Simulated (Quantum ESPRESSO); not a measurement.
```
SnS2
1.0
    3.75635     0.00000     0.00000
   -1.87817     3.25309     0.00000
    0.00000     0.00000    15.90000
S Sn
2 1
Cartesian
  0.00000   2.16873   1.43337
  1.87817   1.08436  -1.43337
  0.00000   0.00000   0.00000
```

The PBEsol cell relaxed from Materials Project entry mp-1170 was given a biaxial strain of +3 % in the plane, and the atoms were relaxed again, with the Coulomb interaction truncated along z.

Problem. What does PBE (stringent potentials; pw.x of Quantum ESPRESSO, ONCV potentials, scalar-relativistic) give for the electronic structure near the Fermi level?

Solution. The PBE gap is indirect, 1.68 eV, from 33 % of the way from Γ to M to M; the smallest direct gap is 1.85 eV. The valence-band maximum lies 6.96 eV below the vacuum level. Spin-orbit splittings are left out.
